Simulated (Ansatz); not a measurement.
La$_{2}$O$_{3}$ (A-La2O3 type, space group P-3m1)

```
CELL_PARAMETERS angstrom
      3.94027     0.00000     0.00000
     -1.97014     3.41238     0.00000
      0.00000     0.00000     6.18799
ATOMIC_POSITIONS crystal
  La 0.33333 0.66667 0.24739
  La 0.66667 0.33333 0.75261
  O  0.00000 0.00000 0.00000
  O  0.33333 0.66667 0.64528
  O  0.66667 0.33333 0.35472
```

The slice is a (1 -1 0 0) plane (indices of the conventional cell) through the point (0.333, 0.667, 0.247) (fractional), spanned by u = [110] and v = [001] in vectors of this cell: u (3.94 Å) and v (6.19 Å, at 90° to u). It covers one period; positions are fractions (u, v).

Computed with PBE (plane waves to 420 eV, PAW, scalar-relativistic; Ansatz, an electronic-structure program). k mesh 10×10×6. Near the nuclei the fields are pseudised (PAW); where an atom keeps semicore shells as valence, they peak there. La2O3 is run without spin polarisation. La2O3 was relaxed with its symmetry unable to fall.

What is the ELF at the density minimum of the shortest La–O line in this plane (2.46 Å)?

0.19.

What is the valence density on the shortest La–O line in this plane (2.46 Å), at its minimum between the atoms?

0.37 e/Å³.

Predict the map of the electron localisation function (ELF) on the slice.


```
v \ u  0.00  0.10  0.20  0.30  0.40  0.50  0.60  0.70  0.80  0.90
-----  ----  ----  ----  ----  ----  ----  ----  ----  ----  ----
0.94      x  0.69  0.84  0.33  0.05  0.05  0.05  0.33  0.84  0.69
0.84   0.83  0.80  0.42  0.08  0.16  0.27  0.16  0.08  0.42  0.80
0.75   0.08  0.06  0.05  0.16  0.36  0.42  0.36  0.16  0.05  0.06
0.66   0.07  0.05  0.04  0.06  0.10  0.12  0.10  0.06  0.04  0.05
0.56   0.64  0.51  0.13  0.09  0.33  0.48  0.33  0.09  0.13  0.51
0.47      x  0.82  0.59  0.13  0.43  0.67  0.43  0.13  0.59  0.82
0.38      x     x  0.76  0.19  0.10  0.18  0.10  0.19  0.76     x
0.28   0.78  0.73  0.46  0.10  0.04  0.05  0.04  0.10  0.46  0.73
0.19   0.36  0.26  0.09  0.05  0.24  0.44  0.24  0.05  0.09  0.26
0.09   0.74  0.81  0.77  0.17  0.23  0.49  0.23  0.17  0.77  0.81
0.00      x     x  0.84  0.42  0.08  0.14  0.08  0.42  0.84     x
```

Values: electron localisation function (ELF). Points within 0.5 Å of a nucleus are blanked (x), as the pseudised field means little there.
